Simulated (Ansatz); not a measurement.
Nb3Au2 in space group I4/mmm (No. 139; Nb on 4e, Au on 4e, Nb on 2a) at seven volumes, the program Ansatz at the PBEsol level (PAW), shape and atoms relaxed at each. One row is withheld.

```tsv
V (Å³/atom)	P (GPa)
15.701	22.72
16.219	13.88
16.736	?
17.254	0.00
17.772	-5.38
18.289	-9.92
18.807	-13.71
```

**Question.** Fit the shown pressures and predict the withheld one.

**Answer.** P = (3/2)B₀(x^(7/2) − x^(5/2))[1 + (3/4)(B′ − 4)(x − 1)] with x = (V₀/V)^(2/3). Least squares on the six rows gives V₀ = 17.254 Å³/atom, B₀ = 194 GPa, B′ = 4.58. At V = 16.736, x = 1.0205 and P = 6.34 GPa. The run itself gave 6.37 GPa.

The workflow started from an entry of the Crystallography Open Database (COD). Whether it is the stable phase at ambient conditions was not checked. The cell was relaxed with PBEsol under the symmetry of its start; its stability against distortions is not shown here. No spin polarisation was allowed. Spin–orbit coupling is left out wherever it is not named.

Potentials: the later of the program's two PAW sets.
